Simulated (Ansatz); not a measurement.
Starting cell, Al (fcc, Cu type):

```yaml
crystal:
  lattice:
    - [3.99199, 0.00000, 0.00000]
    - [0.00000, 3.99199, 0.00000]
    - [0.00000, 0.00000, 3.99199]
  atoms:
    - { symbol: Al, position: [0.00000, 0.00000, 0.00000] }
    - { symbol: Al, position: [0.50000, 0.50000, 0.00000] }
    - { symbol: Al, position: [0.50000, 0.00000, 0.50000] }
    - { symbol: Al, position: [0.00000, 0.50000, 0.50000] }
```

In this cell atom 3 (Al, nearest neighbour Al at 2.823 Å; its periodic images, 4.0 Å or more away, move with it) is moved by s towards the nearest neighbour, unit vector (-0.707, -0.707, 0.000); all other atoms and the cell stay fixed.

The numbers are results of r2SCAN (plane waves to 500 eV, PAW, scalar-relativistic; Ansatz, a program for electronic structure), not measurements. k mesh 9×9×9 (Γ-centred), Fermi-Dirac smearing 0.05 eV. E stands for the smeared free energy. With partly filled bands, energies and forces of such displacements shift with the k mesh and the smearing. On this mesh the relaxed cell isn't quite at rest: it carries a pressure of 0.3 GPa (compression positive) at the zero of the scan. Al was relaxed with its symmetry unable to fall. ΔE is measured from the undisplaced structure. The last digit holds for this mesh only.

```tsv
s (Å)	ΔE (meV/cell)
-0.280	225.3
-0.224	withheld
-0.168	78.7
-0.112	34.6
-0.056	8.6
0.000	0.0
0.056	8.6
0.112	34.6
0.168	78.7
0.224	withheld
0.280	225.3
```

Fit an even polynomial form (powers 2, 4) to the given rows and predict ΔE at s = 0.224.

Least squares on the 9 given rows: ΔE = (2739)·s² + (1715)·s⁴, in meV/cell with s in Å; root-mean-square residual 0.02 meV/cell. At 0.224 the fit gives 141.7 meV/cell; the calculation gives 141.7 meV/cell, the same to the digits shown. The quadratic term alone would give 137.4 meV/cell.

(For displaced atoms, the force is minus the slope of the energy, and its curvature is a force constant, which sets phonon frequencies.)
